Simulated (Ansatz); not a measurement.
B$_{4}$C in space group Cm (No. 8; Pearson symbol mS30), PBEsol (plane waves, PAW; program Ansatz). The conduction-band minimum lies at A, with 1 equivalent valley. Second derivatives d²E/dk² of the lowest band at one valley (eV·Å²), along Cartesian directions:

```tsv
direction	d²E/dk²
[100]	2.634
[010]	4.604
[001]	22.07
[110]	3.619
[101]	16.17
[011]	13.33
```

### Question
Find the principal effective masses, the density-of-states mass and the conductivity mass.

### Answer
Off-diagonal terms follow from H_xy = H[110] − (H_xx + H_yy)/2, and m*/mₑ = 7.620 eV·Å² over each eigenvalue: 0.33, 1.7, 4.0. One valley's DOS mass (m₁m₂m₃)^(1/3) = 1.3, conductivity mass 3/(Σ 1/mᵢ) = 0.78 mₑ.

### Question
What effective density of states Nc follows at 300 K for parabolic valleys?

### Answer
Nc = 2.509e19 × 1 × (1.3)^(3/2) ≈ 3.7e19 cm⁻³.

### Question
With the computed static dielectric constant 8.41 (mean of the diagonal), estimate a hydrogenic donor's binding energy and radius.

### Answer
E = 13.606 eV × 0.78/8.41² ≈ 150 meV; a = 0.529 Å × ε/m* ≈ 5.7 Å. Semilocal masses tend to be too small where the gap is.

The workflow started from a Materials Project entry (that database holds measured and hypothetical structures alike); the Crystallography Open Database copy checked does not list it. Its standing as an ambient phase is unchecked. The cell was relaxed with PBEsol under the symmetry of its start; phonons on a q-mesh show no instability.

Potentials: the earlier of the program's two PAW sets.
